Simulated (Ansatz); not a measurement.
# Computed properties of LaB$_{2}$Ir$_{3}$

LaB2Ir3:
```yaml
crystal:
  lattice:
    - [5.57338, 0.00000, 0.00000]
    - [-2.78669, 4.82669, 0.00000]
    - [0.00000, 0.00000, 3.09546]
  atoms:
    - { symbol: La, position: [0.00000, 0.00000, 0.00000] }
    - { symbol: Ir, position: [0.50000, 0.00000, 0.50000] }
    - { symbol: Ir, position: [0.50000, 0.50000, 0.50000] }
    - { symbol: Ir, position: [0.00000, 0.50000, 0.50000] }
    - { symbol: B, position: [0.33333, 0.66667, 0.00000] }
    - { symbol: B, position: [0.66667, 0.33333, 0.00000] }
```

Space group P6/mmm (No. 191); conventional cell a = b = 5.573 Å, c = 3.095 Å, α = β = 90.00°, γ = 120.00°.

Method: plane-wave PAW r²SCAN (Ansatz code). Geometry: relaxed at this level of theory. Other levels are named where they apply.

Cell and energy:

- Volume per atom: 13.88 Å³
- Density: 14.70 g/cm³
- Formation energy from the elements (no fitted shifts): -0.71 eV/atom

Electronic structure:

* **Electronic character**: metallic (no gap)
* **Density of states at the Fermi level**: 0.28 states/eV per atom (mean over ±0.08 eV)
* **Gap with spin–orbit coupling**: none (metallic)

Mechanics:

- Bulk modulus (Birch–Murnaghan fit) = 240 GPa
- Pressure derivative B′ = 4.3

Charges:

- Bader charges = La +1.56, Ir -0.53, B +0.01 e

The workflow started from an entry of the Crystallography Open Database (COD). Its standing as an ambient phase is unchecked. The cell was relaxed with r²SCAN under the symmetry of its start; whether a distortion lowers the energy is not shown. No spin polarisation was allowed. The references are the lowest solids computed at this level, not always the standard phases. Scalar-relativistic: spin–orbit coupling is off unless named, which matters more the heavier the elements.

Potentials: the later of the program's two PAW sets.
